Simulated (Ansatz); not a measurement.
# From three elastic constants to directional properties of SrO

Method: Ansatz, DFT r2SCAN, scalar-relativistic, plane waves, PAW. Settings: 500 eV plane-wave cutoff, Γ-centred 8×8×8 mesh, fixed occupations. No spin polarisation.

The cell is fixed (symmetry leaves no force on the atoms) and stands under 0.0 GPa:
```yaml
crystal:
  lattice:
    - [0.00000, 2.58000, 2.58000]
    - [2.58000, 0.00000, 2.58000]
    - [2.58000, 2.58000, 0.00000]
  atoms:
    - { symbol: Sr, position: [0.00000, 0.00000, 0.00000] }
    - { symbol: O, position: [0.50000, 0.50000, 0.50000] }
```

The cell is the ideal cubic rocksalt prototype.

With ions relaxed, on the cubic axes: C11 = 183.1, C12 = 48.8, C44 = 55.4 GPa. The density is 5.010 g/cm³.

Task: Is the crystal stable against strain, and how anisotropic is it?

Result: Born's conditions hold: C11 + 2C12 = 280.7, C11 − C12 = 134.3 and C44 = 55.4 GPa are all positive. B = (C11 + 2C12)/3 = 93.6 GPa. The two shear moduli are C44 and C′ = (C11 − C12)/2 = 67.1 GPa, so Zener's ratio is A = C44/C′ = 0.82: the shear C44 is the soft one, as in NaCl, KCl, the halide perovskites and the bcc metals V, Nb, Cr and Mo. The Cauchy pressure C12 − C44 is -6.6 GPa; it would vanish for pair forces between atoms on inversion centres at zero pressure, and a negative value is usual with directional bonding, though many-body forces give one in some ionic oxides too.

Task: Give the sound speeds along the three symmetry directions.

Result: The Christoffel equation gives ρv² for each branch:
```
direction branch                    ρv²    GPa v (m/s)
    [100]              L                    C11  183.1     6046
    [100]         T (×2) C44   55.4     3325
    [110]              L   (C11 + C12 + 2C44)/2  171.3     5848
    [110]   T, u ∥ [001]                    C44   55.4     3325
    [110]  T, u ∥ [1-10]          (C11 − C12)/2   67.1     3661
    [111]              L  (C11 + 2C12 + 4C44)/3  167.4     5781
    [111]         T (×2) (C11 − C12 + C44)/3   63.2     3553
```

Task: How does Young's modulus depend on direction?

Result: Inverting gives S11 = 6.152, S12 = -1.295, S44 = 18.054 TPa⁻¹. Along a unit vector (l, m, n), 1/E = S11 − 2(S11 − S12 − S44/2)(l²m² + m²n² + n²l²), where the last bracket is 0, 1/4 and 1/3 for [100], [110] and [111]: E = 163, 144 and 139 GPa. With A < 1 the cube edge is stiffest. For a film on (001), the biaxial modulus is C11 + C12 − 2C12²/C11 = 206 GPa and the normal strain is −2C12/C11 = -0.53 times the in-plane one.

Cost: 2 runs of about 0.67 core-minutes in all, on Intel Xeon 6975P-C (Granite Rapids) (shared hosts).